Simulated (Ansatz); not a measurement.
Molecular dynamics on a 2×2×1 supercell (16 atoms) of YLuAs2 (ordering on rocksalt), relaxed with r2SCAN. Forces come from PBEsol in the plane-wave code Ansatz: Langevin thermostat and barostat (NPT), 1000 K, steps of 2 fs. Classical nuclei, no spin polarisation; a few dozen steps show the first response, not equilibrium. The structure comes from a prototype and may be hypothetical.

```yaml
crystal:
  lattice:
    - [8.1385023968, 0.0, 0.0]
    - [0.0, 8.1385023968, 0.0]
    - [0.0, 0.0, 5.7490900357]
  atoms:
    - { symbol: "Y", position: [0.0, 0.0, 0.0] }
    - { symbol: As, position: [0.0, 0.0, 0.5] }
    - { symbol: Lu, position: [0.25, 0.25, 0.5] }
    - { symbol: As, position: [0.25, 0.25, 0.0] }
    - { symbol: "Y", position: [0.0, 0.5, 0.0] }
    - { symbol: As, position: [0.0, 0.5, 0.5] }
    - { symbol: Lu, position: [0.25, 0.75, 0.5] }
    - { symbol: As, position: [0.25, 0.75, 0.0] }
    - { symbol: "Y", position: [0.5, 0.0, 0.0] }
    - { symbol: As, position: [0.5, 0.0, 0.5] }
    - { symbol: Lu, position: [0.75, 0.25, 0.5] }
    - { symbol: As, position: [0.75, 0.25, 0.0] }
    - { symbol: "Y", position: [0.5, 0.5, 0.0] }
    - { symbol: As, position: [0.5, 0.5, 0.5] }
    - { symbol: Lu, position: [0.75, 0.75, 0.5] }
    - { symbol: As, position: [0.75, 0.75, 0.0] }
kpoints:
  mp_grid: { grid: [2, 2, 2] }
hamiltonian:
  xc: pbesol
scf:
  occupations: { method: fermi_dirac, width: 0.086 }
md:
  ensemble: npt_langevin
  temperature: 1000
  timestep: 2.0
  n_steps: 20
  initial_velocities: maxwell_boltzmann
  seed: 8918
```

Run as `ansatz run input.yaml --threads 4 --pin off --max-ram 3686MiB --backend cpu --events-out ev --progress --plain --runs-dir out`.

**Question.** What wall time did it need on 4 threads of Arm Neoverse V2, on a shared host, load about 0.5 per core, and what peak of host memory did it reach?

**Answer.** About 3.3 min, with a peak of 1.9 GiB.

| step | t (fs) | T (K) | free energy F from step 0 (meV/atom) | kinetic energy (meV/atom) | pressure (GPa) | volume (Å³/atom) | largest force (eV/Å) |
| --- | --- | --- | --- | --- | --- | --- | --- |
| 0 | 0 | 938 | 0.0 | 121.2 | -2.34 | 23.80 | 0.00 |
| 1 | 2 | 794 | 0.2 | 102.7 | -2.39 | 23.79 | 0.12 |
| 2 | 4 | 855 | 0.7 | 110.5 | -2.29 | 23.77 | 0.25 |
| 3 | 6 | 735 | 1.8 | 94.9 | -2.28 | 23.76 | 0.36 |
| 4 | 8 | 635 | 3.2 | 82.0 | -2.23 | 23.73 | 0.45 |
| 5 | 10 | 663 | 4.8 | 85.6 | -2.09 | 23.70 | 0.54 |
| 6 | 12 | 692 | 6.9 | 89.4 | -1.91 | 23.67 | 0.64 |
| 7 | 14 | 678 | 9.5 | 87.6 | -1.77 | 23.64 | 0.74 |
| 8 | 16 | 651 | 12.4 | 84.1 | -1.63 | 23.61 | 0.84 |
| 9 | 18 | 643 | 15.4 | 83.1 | -1.46 | 23.57 | 0.93 |
| 10 | 20 | 641 | 18.5 | 82.9 | -1.31 | 23.54 | 1.02 |
| 11 | 22 | 585 | 21.9 | 75.7 | -1.21 | 23.52 | 1.12 |
| 12 | 24 | 575 | 25.4 | 74.3 | -1.08 | 23.50 | 1.21 |
| 13 | 26 | 596 | 29.0 | 77.1 | -0.90 | 23.46 | 1.29 |
| 14 | 28 | 539 | 32.8 | 69.7 | -0.74 | 23.43 | 1.38 |
| 15 | 30 | 489 | 36.8 | 63.2 | -0.58 | 23.39 | 1.47 |
| 16 | 32 | 441 | 40.5 | 57.0 | -0.40 | 23.35 | 1.58 |
| 17 | 34 | 423 | 44.0 | 54.7 | -0.18 | 23.30 | 1.69 |
| 18 | 36 | 503 | 47.6 | 65.0 | 0.09 | 23.25 | 1.81 |
| 19 | 38 | 448 | 51.4 | 57.9 | 0.25 | 23.21 | 1.93 |
| 20 | 40 | 420 | 55.1 | 54.3 | 0.41 | 23.18 | 2.06 |

The temperature goes from 938 K to 420 K in 40 fs. The thermostat hasn't had time to restore it. The atoms start on their lattice sites with kinetic energy alone, so much of it first passes into potential energy.

Positions (Å) and forces (eV/Å) at step 20:
```
cell (Å): 8.067 0.000 0.000; 0.000 8.067 0.000; 0.000 0.000 5.699
Y   -0.013  -0.020  -0.100     0.260   0.094   0.761
As   0.007   0.024   2.853    -0.308   0.069  -0.509
Lu   1.975   2.004   2.787     0.257   0.228   0.330
As   2.090   2.098   0.003    -0.527  -0.084  -0.307
Y   -0.058   3.964  -0.027     0.528   0.605  -0.100
As   0.102   4.184   2.768    -0.293  -0.828   0.562
Lu   2.063   6.209   2.797    -0.724  -1.145   0.878
As   1.981   6.098   0.119     0.156  -0.480  -1.125
Y    3.972   0.026  -0.004     0.044   0.024  -0.593
As   4.042  -0.189   2.731     0.672   1.647   1.035
Lu   5.961   2.052   2.889     0.465  -0.325  -0.049
As   6.107   1.938   0.054    -0.521   0.413  -0.148
Y    4.177   4.101   0.148    -1.161  -0.668  -0.795
As   4.023   3.977   2.898    -0.028   0.322   0.582
Lu   6.120   6.017   2.910    -0.220   0.065   0.242
As   5.905   6.118   0.146     1.398   0.063  -0.766
```
